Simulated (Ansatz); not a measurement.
CsCaBr₃:
```xyz
5
Lattice="5.7083 0.0000 0.0000 0.0000 5.7083 0.0000 0.0000 0.0000 5.7083" Properties=species:S:1:pos:R:3 pbc="T T T"
Cs     0.0000     0.0000     0.0000
Ca     2.8541     2.8541     2.8541
Br     2.8541     0.0000     2.8541
Br     0.0000     2.8541     2.8541
Br     2.8541     2.8541     0.0000
```

Relaxed with r²SCAN.

Question: Map the electron localisation function on the plane through (0.000, 0.000, 0.000) spanned by u = [1, 0, 0] and v = [0, 1, 1] in lattice vectors, from DFT-r²SCAN in the program Ansatz with PAW potentials.

Answer: x is the fraction of u, y of v (the angle between them is 90°; rows are the nearest grid lines); atoms in the plane: Cs at (0.00, 0.00), Ca at (0.50, 0.50), Br at (0.00, 0.50).
```
|  :#@@@%+:          :+%@@@#:  |
|:-#@@@@#=.          .=#@@@@#-:|
|#%@@@@%*:            :*%@@@@%#|
|@@@@@#+.              .+#@@@@@|
|##*+-.                  .-+*##|
|                              |
|                              |
|++=-:.                  .:-=++|
|@@%%#*-.              .-*#%%@@|
|@@@@@%#-   -*#%%#*-   -#%@@@@@|
|#%@@@@%=  :*%@@@@%*:  =%@@@@%#|
|  :#@@%= .*@@@%%@@@*. =%@@#:  |
|  :#@@%= .*@@@%%@@@*. =%@@#:  |
|#%@@@@%=  :*%@@@@%*:  =%@@@@%#|
|@@@@@%#-   -*#%%#*-   -#%@@@@@|
|@@%%#*-.              .-*#%%@@|
|++=-:.                  .:-=++|
|                              |
|                              |
|##*+-.                  .-+*##|
|@@@@@#+.              .+#@@@@@|
|#%@@@@%*:            :*%@@@@%#|
|:-#@@@@#=.          .=#@@@@#-:|
|  :#@@@%+:          :+%@@@#:  |
```
Scale: ten equal steps from 0.000 (start of ' ') to 0.898 (end of '@'), in the order ' .:-=+*#%@'; x runs from 0.000 to 1.00, y from 0.000 (bottom) to 1.00 (top).

The density is the valence pseudo-density with augmentation charge, so density and ELF within about 1 Å of a nucleus are not all-electron values.

Space group Pm-3m (cubic perovskite). The first step of the workflow began from a Materials Project structure, measured or hypothetical; the Crystallography Open Database copy checked does not list it. Its standing as an ambient phase is unchecked. The r²SCAN relaxation kept the symmetry of its start; phonons on a q-mesh show weakly imaginary modes. Spin–orbit coupling is left out wherever it is not named.

Potentials: the later of the program's two PAW sets.
